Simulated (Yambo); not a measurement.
MgS (rock salt, space group Fm-3m, No. 225), G0W0@LDA in Yambo with this input:

```
rim_cut
gw0
dyson
el_el_corr
HF_and_locXC
ppa
em1d
RandQpts= 1000000
RandGvec= 1 Ry
EXXRLvcs= 84 Ry
VXCRLvcs= 336 Ry
Chimod= "HARTREE"
% BndsRnXp
 5 | 80 |
%
NGsBlkXp= 10 Ry
% LongDrXp
 1.0 | 1.0 | 1.0 |
%
PPAPntXp= 27.2114 eV
% GbndRnge
 1 | 80 |
%
GTermKind= "BG"
DysSolver= "n"
ExtendOut
```

On a 6×6×6 mesh, with wavefunctions cut at 84 Ry, the gap (Γ → X) is 4.660 eV and the valence edge shifts by -1.112 eV.

Task: What happens with this change: wavefunctions cut at 20 Ry?

Result: The gap rises by 0.113 eV, to 4.773 eV; the shift of the valence edge becomes -1.088 eV. Neither run is shown to be the converged limit.

Geometry relaxed with LDA; primitive cell a = 3.628 Å, b = 3.628 Å, c = 3.628 Å, α = 60.00°, β = 60.00°, γ = 60.00°.

A shift is the quasiparticle energy of the state minus its LDA energy.
